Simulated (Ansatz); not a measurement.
Convergence of InSe2 with the plane-wave cutoff

Computed with DFT PBEsol, scalar-relativistic, plane waves, PAW in Ansatz.

```
CELL_PARAMETERS angstrom
3.89489 0.00000 0.00000
0.00000 3.89489 0.00000
0.00000 0.00000 9.62623
ATOMIC_POSITIONS crystal
In 0.00000 0.50000 0.70647
In 0.50000 0.00000 0.29353
Se 0.00000 0.50000 0.36621
Se 0.50000 0.00000 0.63379
Se 0.00000 0.00000 0.00000
Se 0.50000 0.50000 0.00000
```

* Γ-centred k-mesh: 10×10×4
* occupation rule: Gaussian smearing, 0.1 eV
* spin treatment: unpolarised
* valence charge of the PAW sets: In 13, Se 16

The atoms stay fixed while the plane-wave cutoff is varied. ΔE is the energy extrapolated to zero smearing, less that of the reference run (850 eV). The cell isn't necessarily relaxed at this level. Pressure is positive in compression and holds a correction for the finite cutoff (Pulay stress).

Times are rough; the reference took 2.4 min on 1 thread of Intel(R) Xeon(R) Processor @ 2.50GHz (Skylake/Cascade Lake) (shared host), peak memory 1.2 GiB.

Problem. One run gave ΔE = 0.99 meV/atom and P = -3.35 GPa. Which plane-wave cutoff did it use, of 150, 200, 250, 300, 350, 380, 420, 460, 520, 600, 700?

Solution. 420 eV. All runs:

```csv
cutoff (eV),ΔE (meV/atom),P (GPa),largest change of a force component (eV/Å),plane waves at Γ,wall time (s)
150,28304,-16.28,1.028,599,15
200,4620,-4.17,0.114,947,21
250,567,-3.03,0.067,1297,28
300,40.4,-3.32,0.005,1739,37
350,2.33,-3.33,0.001,2137,48
380,1.48,-3.34,0.001,2479,52
420,0.99,-3.35,0.000,2889,78
460,0.51,-3.35,0.000,3273,71
520,0.24,-3.35,0.000,3907,77
600,0.11,-3.35,0.000,4847,120
700,0.03,-3.35,0.000,6133,110
850,0.00,-3.35,0.000,8265,150
```